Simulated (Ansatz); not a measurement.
Values for one crystal, relaxed and computed with plane-wave PAW r²SCAN (Ansatz code); other levels are named.

```yaml
volume_per_atom: 13.04 Å³
band_gap: 0.64 eV (smallest direct gap 0.64 eV)
HSE06 gap on the r²SCAN cell: 1.57 eV
electron_effective_mass: 0.25, 1.0, 8.4 mₑ (principal values)
Gap with spin–orbit coupling: 0.56 eV
Formation energy from the elements (no fitted shifts): -2.72 eV/atom
Bulk modulus (Birch–Murnaghan fit): 213 GPa
```

Task: Which of these materials gives this?
A) Bi2Te3, R-3m (Bi on 6c, Te on 6c, Te on 3a)
B) Ga2O3, bixbyite
C) SiO2, P3_221 (Si on 3a, O on 6c)
D) Ta2O5, Pmmm (Pearson symbol oP7)

Result: D, Ta2O5, Pmmm (Pearson symbol oP7)

The workflow started from an entry of the Crystallography Open Database (COD); the relaxed space group is not among those it files for this formula. COD files the formula under space group No. 49, so this cell is another polymorph or a model. Its standing as an ambient phase is unchecked. Symmetry was held in the r²SCAN relaxation; whether a distortion lowers the energy is not shown. No spin polarisation was allowed. The references are the lowest solids computed at this level, not always the standard phases (solids in place of the gases). Spin–orbit coupling is left out wherever it is not named.

Potentials: the later of the program's two PAW sets.
